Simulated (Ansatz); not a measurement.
GaN:
```yaml
crystal:
  lattice:
    - [0.00000, 2.10850, 2.10850]
    - [2.10850, 0.00000, 2.10850]
    - [2.10850, 2.10850, 0.00000]
  atoms:
    - { symbol: Ga, position: [0.00000, 0.00000, 0.00000] }
    - { symbol: N, position: [0.50000, 0.50000, 0.50000] }
```

Relaxed with r²SCAN.

**Question.** Give the Bader charges and basin volumes of the independent atoms, the program Ansatz at the r²SCAN level (PAW).

**Answer.** 

| atom | Bader charge (e) | Bader volume (Å³) |
|---|---|---|
| Ga1 | +1.76 | 7.4 |
| N2 | -1.76 | 11.3 |

Space group Fm-3m (rock salt). This is a known high-pressure phase of the composition, computed here at zero pressure and temperature. The cell was relaxed with r²SCAN under the symmetry of its start; its stability against distortions is not shown here.

Potentials: the later of the program's two PAW sets.
